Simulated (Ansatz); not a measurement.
HfO$_{2}$ (tetragonal-ZrO2 type, space group P4_2/nmc)

```
HfO2
1.0
    3.60482     0.00000     0.00000
    0.00000     3.60482     0.00000
    0.00000     0.00000     5.26502
Hf O
2 4
Direct
  0.00000   0.00000   0.00000
  0.50000   0.50000   0.50000
  0.00000   0.50000   0.19324
  0.00000   0.50000   0.69324
  0.50000   0.00000   0.30676
  0.50000   0.00000   0.80676
```

In each cell atom 5 (O, nearest neighbour Hf at 2.070 Å; its periodic images, 3.6 Å or more away, move with it) moves by s·(0.000, -0.871, 0.492) (towards the nearest neighbour), the rest being held.

All values below come from PBE (plane waves to 420 eV, PAW, scalar-relativistic; Ansatz, a first-principles code). k mesh 7×7×5 (Γ-centred), Fermi-Dirac smearing 0.05 eV. E stands for the smeared free energy. Left out: 2 of 11 points, with atoms too close for the PAW data. HfO2 is run without spin polarisation. HfO2 was relaxed with its symmetry unable to fall. Spin-orbit coupling is left out, though Hf is heavy. The PAW data are Ansatz's earlier set. This is a high-temperature form of HfO2. The zero of ΔE is the undisplaced structure.

```json
[
 {"s (Å)": "-0.410", "ΔE (meV/cell)": "1033"},
 {"s (Å)": "-0.328", "ΔE (meV/cell)": "696"},
 {"s (Å)": "-0.246", "ΔE (meV/cell)": "413"},
 {"s (Å)": "-0.164", "ΔE (meV/cell)": "195"},
 {"s (Å)": "-0.082", "ΔE (meV/cell)": "52"},
 {"s (Å)": "0.000", "ΔE (meV/cell)": "0"},
 {"s (Å)": "0.082", "ΔE (meV/cell)": "60"},
 {"s (Å)": "0.164", "ΔE (meV/cell)": "withheld"},
 {"s (Å)": "0.246", "ΔE (meV/cell)": "646"}
]
```

Question: Fit a polynomial form (powers 2, 3, 4) to the given rows and predict ΔE at s = 0.164.

Answer: Least squares on the 8 given rows: ΔE = (8422)·s² + (7796)·s³ + (5486)·s⁴, in meV/cell with s in Å; root-mean-square residual 0.9 meV/cell. At 0.164 the fit gives 265 meV/cell; the calculation gives 261 meV/cell, so the interpolation is off by 4 (+1.5 %). The quadratic term alone would give 227 meV/cell.

(For displaced atoms, the force is minus the slope of the energy, and its curvature is a force constant, which sets phonon frequencies.)
